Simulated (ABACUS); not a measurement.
ABACUS run on YSi2 (C2/c, 6 atoms in the cell; from Materials Project mp-12769, lattice scaled a little): self-consistent single point.

Level of theory: PBEsol, PseudoDojo 0.4 standard norm-conserving PBEsol (tails mended) pseudopotentials (plane waves; ABACUS).

```
YSi2
1.0
    2.85888    -2.85766     0.00000
    2.85888     2.85766     0.00000
   -2.75331     0.00000     7.44948
Y Si
2 4
Cartesian
  0.79390  -0.71750   5.58711
  2.17056   0.71750   1.86237
  0.77441   2.13873   4.35891
  2.19005  -2.13873   3.09057
  0.81339   2.13873   6.81531
  2.15106  -2.13873   0.63417
```

Reference input (self-consistent single point, DFT, PBEsol, plane waves, PseudoDojo 0.4 standard norm-conserving PBEsol (tails mended) pseudopotentials): KPT = Gamma 6 6 3 0 0 0; basis_type = pw; ecutwfc = 72 Ry; smearing_method = fd; smearing_sigma = 0.00999582 Ry; potentials = PseudoDojo 0.4 standard norm-conserving PBEsol (tails mended); symmetry = 1; ks_solver = dav; scf_nmax = 100; scf_thr = 1.0e-09 Ry; mixing_type = broyden. This run's input differs from it in these lines:

```diff
@@ -50,3 +50,3 @@
 Gamma
-6 6 3 0 0 0
+3 3 2 0 0 0
```

Output (repeated stretches shortened):

```
 SELF-CONSISTENT
 -------------------------------------------
                                 init_chg = atomic

 PW ALGORITHM --------------- ION=   1  ELEC=   1--------------------------------

 Notice: Threshold on eigenvalues was too large.

 Density error is 0.107916356565
                          Error Threshold = 0.000281459792358
 E_KohnSham     -197.2255263483      -2683.3909493862
 E_Fermi        0.7345104688         9.9935276164

 PW ALGORITHM --------------- ION=   1  ELEC=   2--------------------------------

 Density error is 0.0272201643712
                          Error Threshold = 0.000283990412014
   [... lines left out ...]

 Density error is 5.21948948073e-09
                          Error Threshold = 7.51528321805e-11
 E_KohnSham     -197.2564899550      -2683.8122308684
 E_Fermi        0.7419422784         10.0946425736

 PW ALGORITHM --------------- ION=   1  ELEC=   8--------------------------------

 Density error is 2.89148935108e-10
                          Error Threshold = 1.37354986335e-11
 E_KohnSham     -197.2564899555      -2683.8122308748
 E_KS(sigma->0) -197.2505562115      -2683.7314981456
 E_entropy(-TS) -0.0118674880        -0.1614654584
 E_Fermi        0.7419429063         10.0946511157
 charge density convergence is achieved
 final etot is -2683.8122309 eV
 EFERMI = 10.094651116 eV

 STATE ENERGY(eV) AND OCCUPATIONS    NSPIN == 1
   [... 26 lines left out ...]

 TOTAL-FORCE (eV/Angstrom)
                        Y1         0.0000000000        -0.0189528124         0.0000000000
                        Y2         0.0000000000         0.0189528124         0.0000000000
                       Si1        -0.0341741262         0.0699056395        -0.2199451777
                       Si2         0.0341741262        -0.0699056395         0.2199451777
                       Si3         0.0341741262         0.0699056395         0.2199451777
                       Si4        -0.0341741262        -0.0699056395        -0.2199451777

 TOTAL-STRESS (KBAR)
       -34.2181380845        -0.0000000000        -0.9198998419
        -0.0000000000       -44.1086186258        -0.0000000000
        -0.9198998419        -0.0000000000      -109.5139609365
 TOTAL-PRESSURE: -62.613573 KBAR

 --------------------------------------------
 !FINAL_ETOT_IS -2683.8122308748497744 eV
 --------------------------------------------
```

The run converged in 8 iterations. Against the reference run the free energy goes down by 15.7 meV/atom, the pressure stays near -6.26 GPa while the zz stress (positive for compression) goes from -7.14 to -10.95 GPa and the largest force goes from 0.106 to 0.233 eV/Å.

This run is one point of a test of settings, so its values need not be converged; read them against the reference run alone. The structure comes from a collection of computed structures, made at another level of theory; the collection holds predicted forms beside known ones. Its lattice was then scaled. No clean gap shows at this smearing width and mesh (spacing up to 0.54 Å⁻¹); the mesh is coarse for partly filled bands, so the values carry mesh errors.

Cost on one core: about 40 core-seconds (a rough figure).

“Tails mended”: in these copies of the files the far tail of each local potential was reset to the Coulomb form.
